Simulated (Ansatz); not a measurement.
GaFe₃ (Cu3Au type, Pm-3m), PBE in the plane-wave PAW code Ansatz, all energies at zero smearing, with the estimated change up to a 700 eV cutoff added, with one set of potentials and settings (totals compare only within such a set). Cell of 4 atoms (3 Fe, 1 Ga): -17224.994 eV.

```tsv
element	reference phase	E (eV/atom)
Fe	Im-3m, 1 atoms in the cell, spin-polarised	-4480.4888
Ga	Cmce, 4 atoms in the cell	-3783.0209
```

Formation energy per atom, worked out: (-17224.994 − 3×(-4480.4888) − 1×(-3783.0209))/4 = -0.127 eV/atom (-12 kJ per mol of atoms), at 0 K, without zero-point energy or fitted corrections.

The workflow started from an entry of the Crystallography Open Database (COD). Whether it is the stable phase at ambient conditions was not checked. The cell was relaxed with PBE under the symmetry of its start; whether a distortion lowers the energy is not shown. Magnetic state: ferromagnetic, chosen from 4 collinear starts compared on coarse meshes (ties went to the first, and starts can fall back to one state), not a proven ground state. The references are the lowest solids computed at this level, not always the standard phases.

Potentials: the later of the program's two PAW sets.
